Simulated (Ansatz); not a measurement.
One starting cell of ZrO2 (a generated trial cell of ZrO2 in the baddeleyite structure type) was relaxed twice with Ansatz (plane waves, PAW, scalar-relativistic): with r2SCAN at 500 eV and with PBE at 420 eV. The r2SCAN result:

```cif
data_O8Zr4
_chemical_formula_sum 'Zr4 O8'
_space_group_name_H-M_alt 'P21/c'
_space_group_IT_number 14
_space_group_name_Hall '-P 2ybc'
_cell_length_a 5.15426
_cell_length_b 5.22574
_cell_length_c 5.33132
_cell_angle_alpha 90.000
_cell_angle_beta 99.411
_cell_angle_gamma 90.000
loop_
_atom_site_label
_atom_site_type_symbol
_atom_site_symmetry_multiplicity
_atom_site_Wyckoff_symbol
_atom_site_fract_x
_atom_site_fract_y
_atom_site_fract_z
_atom_site_occupancy
Zr1 Zr 4 e 0.27613 0.04213 0.20973 1
O1 O 4 e 0.06882 0.33282 0.34470 1
O2 O 4 e 0.55034 0.25727 0.02218 1
```

```tsv
quantity	r2SCAN	PBE
space group	P2₁/c	P2₁/c
volume (Å³/atom)	11.81	___
a (Å)	5.154	___
b (Å)	5.226	___
c (Å)	5.331	___
gap (eV, no spin-orbit coupling)	4.16	___
```

Question: Fill in the PBE column.

Answer: 
- volume (Å³/atom), PBE: 12.02
- a (Å), PBE: 5.190
- b (Å), PBE: 5.242
- c (Å), PBE: 5.378
- gap (eV, no spin-orbit coupling), PBE: 3.65

Both levels end in the same structure; PBE's volume is 1.8 % larger; its gap is 0.51 eV smaller. Neither column is exact.

No spin polarisation in the result.

The run could not lose the symmetry of its start; a randomly shaken copy of 12 atoms returns to this structure.

Ansatz is a program for electronic structure.
